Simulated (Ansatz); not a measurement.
Tc:
```
Tc
1.0
    2.75225     0.00000     0.00000
   -1.37612     2.38352     0.00000
    0.00000     0.00000     4.40266
Tc
2
Cartesian
  0.00000   1.58901   3.30199
  1.37612   0.79451   1.10066
```

Relaxed with PBE. Special points in fractions of this cell's reciprocal vectors: Γ (0.000, 0.000, 0.000); M (0.500, 0.000, 0.000); K (0.333, 0.333, 0.000); A (0.000, 0.000, 0.500); L (0.500, 0.000, 0.500); H (0.333, 0.333, 0.500).

Task: List the band energies nearest the Fermi level at these points for the program Ansatz at the PBE level (PAW).

Result: In eV from the Fermi level; about four levels below and three above (degenerate sets whole), none deeper than 8.9 eV; … stands for higher levels left out; points with the same levels are listed once.

```csv
k,below,above
Γ,-0.80 -0.80 -0.13 -0.13,1.70 …
M,-1.88 -1.10 -0.92 -0.47,2.89 3.30 3.32
K,-2.85 -1.84 -1.84 -0.02,2.30 2.30 2.71
A,-1.65 -1.65 -1.65 -1.65,…
L,-5.23 -5.23 -3.62 -3.62,0.14 0.14 1.42 1.42
H,-1.74 -1.74 -0.07 -0.07,2.58 2.58 …
```

Space group P6_3/mmc (hcp (Mg type)). The cell was relaxed with PBE under the symmetry of its start. No spin polarisation was allowed. Scalar-relativistic: spin–orbit coupling is off unless named, which matters more the heavier the elements.

Potentials: the later of the program's two PAW sets.
